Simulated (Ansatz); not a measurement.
# CuIr$_{2}$S$_{4}$: reading a single point

```
Cu Ir S
1.0
     0.01313    4.98644    5.00932
     4.98302   -0.00568    5.02814
     4.94514    4.96737    0.03221
Cu Ir S
2 4 8
Direct
  0.03008 0.99622 0.98692
  0.24831 0.23533 0.26819
  0.60124 0.62654 0.65913
  0.10289 0.60870 0.65508
  0.62695 0.63418 0.12475
  0.59216 0.12863 0.65603
  0.37142 0.38601 0.40011
  0.39170 0.86237 0.86343
  0.38275 0.40472 0.82865
  0.90024 0.40474 0.84708
  0.85148 0.40922 0.37488
  0.83760 0.88219 0.87277
  0.38652 0.82516 0.38027
  0.86379 0.87185 0.41565
```

Single point in Ansatz 0.2.0 with m-r2SCAN, no spin polarisation. Cutoff 500 eV, PAW datasets, 3×3×3 (shifted by 0.5, 0, 0 steps) k mesh, gaussian filling (width 0.1679 eV).

**Forces.** The largest is on Ir4: 6.57 eV/Å, components (0.04, -0.59, 6.54). It makes 173° with the line to a nearest neighbour, S10 at 2.04 Å, pointing away from it.
**Charges.** Bader charges in e: Cu +0.58, Ir +0.60 to +0.63, S -0.55 to -0.38. In the mean Ir gives up most and S takes most.
**Formation energy.** -0.32 eV an atom against the elements' usual phases (free molecules for gases, crystals otherwise, with no correction for O₂ or N₂), so it is bound against them; other compounds may still compete. Relaxing would lower it.
**At the Fermi level.** It is a metal on this mesh, though the bands barely overlap, with about 8.2 states/eV a cell as the mean within 0.25 eV of the Fermi level, mostly S p (49 %) and Ir d (36 %).

Origin: a strained cell with displaced atoms, so it need not be a known compound. Caveats: many states at the Fermi level without spin polarisation, so a magnetic state may lie lower; the k mesh is coarse if the cell is a metal; atoms or cell far from equilibrium; wide smearing; m-r2SCAN is r2SCAN with a changed spin dependence that lowers moments.
